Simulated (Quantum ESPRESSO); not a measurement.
Kohn-Sham bands of Si₂Mo (I4/mmm)

```yaml
crystal:
  lattice:
    - [3.20426, 0.00000, 0.00000]
    - [0.00000, 3.20426, 0.00000]
    - [-1.60213, -1.60213, 3.90809]
  atoms:
    - { symbol: Si, position: [0.66457, 0.66457, 0.32914] }
    - { symbol: Si, position: [0.33543, 0.33543, 0.67086] }
    - { symbol: Mo, position: [0.00000, 0.00000, 0.00000] }
```

Materials Project entry mp-2592; symmetrised, unrelaxed at this level. COD (Crystallography Open Database) has an entry of this formula and space group (matched by these alone). Computed values, not measurements, from PBE: Quantum ESPRESSO (norm-conserving PseudoDojo potentials, cutoff 64 Ry, no spin polarisation, no spin-orbit coupling) on a Γ-centred 10×10×10 mesh, then Wannier90. Density: 10×10×10 mesh, cold smearing 0.01 Ry.

**Question.** List the Kohn-Sham levels between −8 and 3.0 eV relative to the Fermi level at the high-symmetry points, as a band run of pw.x on that density gives them (levels within 2 meV counted together).

**Answer.** 
| point | k (reciprocal lattice) | levels (eV) |
|---|---|---|
| Γ | 0.000 0.000 0.000 | -6.35, -3.30, -3.00, -2.58 (×2), 0.40 |
| X | 0.500 0.500 -0.500 | -6.62, -5.60, -5.14, -4.38, -2.98, -1.18, 2.35, 2.80 |
| P | 0.500 0.500 -0.250 | -6.20 (×2), -6.12, -2.65, -2.02 (×2), 0.39, 2.35 |
| N | 0.500 0.000 0.000 | -4.90, -4.45, -2.56, -2.51, -0.46, 2.30 |
| M | 0.000 0.000 0.500 | -3.49, -2.12, -0.52 (×2), -0.44 (×2), 0.54 |
| S | 0.416 0.000 0.292 | -6.78, -2.74, -2.46, -2.18, -0.36, 1.59 |
| S_0 | 0.584 0.000 -0.292 | -6.78, -2.74, -2.46, -2.18, -0.36, 1.59 |
| R | 0.584 0.416 -0.500 | -7.75, -5.49, -4.39, -3.74, -2.85, -1.77, 1.82, 2.15, 2.67 |
| G | 0.416 0.416 0.084 | -7.75, -5.49, -4.39, -3.74, -2.85, -1.77, 1.82, 2.15, 2.67 |
